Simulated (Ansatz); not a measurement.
WSe$_{2}$: from a starting cell to a relaxed one

The start is a generated cell, WSe2 placed in the marcasite structure type. The structure is fully relaxed (lattice and positions, P = 0) with r2SCAN (plane waves to 500 eV, PAW, scalar-relativistic; Ansatz, a quantum-chemistry and plane-wave program). The first steps use a coarse 5×4×6 k-mesh.

Input geometry:
```
CELL_PARAMETERS angstrom
      5.22271     0.00000     0.00000
      0.00000     6.37428     0.00000
      0.00000     0.00000     3.97925
ATOMIC_POSITIONS crystal
  W  0.00000 0.00000 0.00000
  W  0.50000 0.50000 0.50000
  Se 0.20040 0.37870 0.00000
  Se 0.70040 0.12130 0.50000
  Se 0.29960 0.87870 0.50000
  Se 0.79960 0.62130 0.00000
```

Task: How large is the pressure on the unrelaxed cell, and of which sign?

Result: -10 GPa (negative: the cell is under tension).

Task: How does the volume per atom move from start to end?

Result: -11.0 %, from 22.08 to 19.64 Å³/atom.

Task: How do the shortest distances between atoms change?

Result: The closest pairs of elements (up to four, under 3.6 Å), start → end: Se–W 2.63 → 2.51 Å; Se–Se 2.60 → 2.97 Å; W–W 3.98 → 3.31 Å.

Task: What band gap does the relaxed structure have at this level?

Result: No gap (metallic).

Task: Write out the relaxed structure.

Result: 
```cif
data_Se4W2
_chemical_formula_sum 'W2 Se4'
_space_group_name_H-M_alt 'Pnnm'
_space_group_IT_number 58
_space_group_name_Hall '-P 2 2n'
_cell_length_a 5.62701
_cell_length_b 6.32102
_cell_length_c 3.31344
_cell_angle_alpha 90.000
_cell_angle_beta 90.000
_cell_angle_gamma 90.000
loop_
_atom_site_label
_atom_site_type_symbol
_atom_site_symmetry_multiplicity
_atom_site_Wyckoff_symbol
_atom_site_fract_x
_atom_site_fract_y
_atom_site_fract_z
_atom_site_occupancy
W1 W 2 a 0.00000 0.00000 0.00000 1
Se1 Se 4 g 0.20498 0.64778 0.00000 1
```

The space group stays Pnnm (No. 58) (the run could not lower it); the end is AFLOW prototype AB2_oP6_58_a_g (as in Fe2C), with 6 atoms in the primitive cell. Final values are on a 8×8×14 k-mesh of the relaxed cell. No spin polarisation in the result.

The run could not lose the symmetry of its start; a randomly shaken copy of 12 atoms returns to this structure.

The relaxed structure here is a generated cell of WSe2: the first start was made by placing the elements on the sites of a structure type, and the end was not matched to a known phase here, so it may be hypothetical. Known forms of WSe2 include space group No. 194.
